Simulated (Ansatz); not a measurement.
Nb (bcc (W type), Im-3m) under volume change, plane-wave PAW PBE (Ansatz code), scaled uniformly.

| V (Å³/atom) | E − E(relaxed) (meV/atom) | P (GPa) |
|---|---|---|
| 16.484 | 89.2 | 18.93 |
| 17.028 | 37.6 | 11.66 |
| 17.571 | (withheld) | (withheld) |
| 18.115 | 0.0 | 0.00 |
| 18.658 | 8.2 | -4.70 |
| 19.201 | 31.2 | -8.77 |
| 19.745 | (withheld) | (withheld) |

Fill in the missing entries.


- 17.571, E − E(relaxed) (meV/atom): 8.9
- 17.571, P (GPa): 5.41
- 19.745, E − E(relaxed) (meV/atom): 67.1
- 19.745, P (GPa): -12.31

What does a third-order Birch–Murnaghan fit give for V₀, B₀ and B′?

V₀ = 18.11 Å³/atom, B₀ = 168 GPa, B′ = 3.8.

The cell was relaxed with PBE under the symmetry of its start. No spin polarisation was allowed.

Potentials: the later of the program's two PAW sets.
